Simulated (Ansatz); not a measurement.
# Two Ansatz runs on P

The cell is the one relaxed in the Materials Project (mp-157), not relaxed further here; entries there can be hypothetical.

First run: DFT, LDA, PAW with Ansatz's default frozen-core files, scalar-relativistic (Ansatz 0.2.0).

Command: `ansatz run input.yaml --threads 1 --pin off --max-ram 4096MiB --backend cpu --events-out ev --progress --plain --runs-dir out` The run took about 81 s on 1 thread of a shared machine.

```yaml
crystal:
  lattice:
    - [1.6477431241, -5.4650377251, 0.0]
    - [1.6477431241, 5.4650377251, 0.0]
    - [0.0, 0.0, 4.54363559]
  atoms:
    - { symbol: P, position: [0.40414313, 0.59585687, 0.91118483] }
    - { symbol: P, position: [0.59585687, 0.40414313, 0.08881517] }
    - { symbol: P, position: [0.09585687, 0.90414313, 0.41118483] }
    - { symbol: P, position: [0.90414313, 0.09585687, 0.58881517] }
kpoints:
  mp_grid: { grid: [13, 13, 9] }
  band_path:
    path:
      - [0.0, 0.0, 0.0]
      - [-0.5, 0.5, 0.0]
      - [-0.2727265073, 0.7272734927, 0.0]
      - [0.2727265073, 0.2727265073, 0.0]
      - [0.0, 0.0, 0.0]
      - [0.0, 0.0, 0.5]
      - [0.2727265073, 0.2727265073, 0.5]
      - [-0.2727265073, 0.7272734927, 0.5]
      - [-0.5, 0.5, 0.5]
    npoints: 8
scf:
  occupations: { method: fermi_dirac, width: 0.03 }
hamiltonian:
  xc: lda
  pseudopotentials: { kind: paw }
output:
  forces: true
  stress: true
  eigenvalues: true
  efg: { contact_densities: true }
  populations: true
  bader: true
  dos: { projected: true, de: 0.2, e_range: [-14, 8] }
  write_density: true
  write_potential: true
  elf: true
  volumetric_format: npy
```

Result: converged; pressure -2.10 GPa; largest force 0.196 eV/Å; gap on the k mesh 0.04 eV (the mesh can miss the band edges); 7 SCF iterations.

The input is then changed:

```diff
@@ -10,5 +10,5 @@
     - { symbol: P, position: [0.90414313, 0.09585687, 0.58881517] }
 kpoints:
-  mp_grid: { grid: [13, 13, 9] }
+  mp_grid: { grid: [6, 6, 4] }
   band_path:
     path:
@@ -24,5 +24,5 @@
     npoints: 8
 scf:
-  occupations: { method: fermi_dirac, width: 0.03 }
+  occupations: { method: tetrahedron_uncorrected }
 hamiltonian:
   xc: lda
@@ -34,9 +34,3 @@
   efg: { contact_densities: true }
   populations: true
-  bader: true
-  dos: { projected: true, de: 0.2, e_range: [-14, 8] }
-  write_density: true
-  write_potential: true
-  elf: true
-  volumetric_format: npy
```

Predict the outcome of the changed run.

It converged; energy at zero smearing +4.8 meV/atom from the first run; pressure -2.05 GPa; largest force 0.205 eV/Å; a gap of under 0.03 eV on the k mesh; 7 SCF iterations. Some of these settings are too coarse for converged properties.
